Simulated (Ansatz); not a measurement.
Space group P-3m1 (No. 164). a = 3.819 Å, b = 3.819 Å, c = 6.149 Å, α = 90.00°, β = 90.00°, γ = 120.00°
```tsv
atom	site	symmetry	x	y	z
Sn	1a	-3m.	0.0000	0.0000	0.0000
Se	2d	3m.	0.3333	0.6667	0.2580
```

Equation of state of this SnSe2 structure (not necessarily the ground state), with shape and atoms relaxed at each volume where symmetry leaves them free. Level of theory: DFT PBEsol, scalar-relativistic, plane waves, PAW in Ansatz 0.2.0.

Cutoff 420 eV; k points 12×12×6 on the computed 3-atom cell (Γ-centred); Gaussian smearing, width 0.02 eV; no spin polarisation.

```json
{"V (Å³/atom)": "24.335", "E − E(largest V) (meV/atom)": "3.94", "P (GPa)": "1.75", "gap on mesh (eV)": "0.15"}
{"V (Å³/atom)": "25.112", "E − E(largest V) (meV/atom)": "-1.80", "P (GPa)": "0.71", "gap on mesh (eV)": "0.32"}
{"V (Å³/atom)": "25.889", "E − E(largest V) (meV/atom)": "-3.38", "P (GPa)": "-0.03", "gap on mesh (eV)": "0.48"}
{"V (Å³/atom)": "26.665", "E − E(largest V) (meV/atom)": "-2.38", "P (GPa)": "-0.38", "gap on mesh (eV)": "0.59"}
{"V (Å³/atom)": "27.442", "E − E(largest V) (meV/atom)": "0.00", "P (GPa)": "-0.59", "gap on mesh (eV)": "0.61"}
```

Problem. Fit a third-order Birch–Murnaghan equation to E(V).

Solution. V0 = 25.91 Å³/atom, B0 = 17 GPa, B0' = 16.9. B0' is unusual or poorly fixed by this range.

The cell holds layers, and where no dispersion correction was added their binding is poorly described.